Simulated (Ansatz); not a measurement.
Task: Name crystals whose computed values (PBEsol in the plane-wave PAW code Ansatz) fall in these windows: B₀ by P(V) fit (GPa) 130 to 160; G_Hill (GPa) 100 to 140; highest Γ mode, no LO–TO term (cm⁻¹) 580 to 720.

Result: 

```
crystal                                         B₀ by P(V) fit (GPa)  G_Hill (GPa)  highest Γ mode, no LO–TO term (cm⁻¹)
----------------------------------------------  --------------------  ------------  ------------------------------------
Ti2AlC, P6_3/mmc (Ti on 4f, Al on 2d, C on 2a)                   145           120                                   664
```
Others may fit too.

Standing as an ambient phase not checked: Ti2AlC, P6_3/mmc (Ti on 4f, Al on 2d, C on 2a). The cell was relaxed under the symmetry of its start. Named crystals with no word on spin ran without spin polarisation.

Potentials: the earlier of the program's two PAW sets. The files were generated under PBE; for other functionals the program regenerates the frozen cores, and for LDA and PBEsol the local potential too.
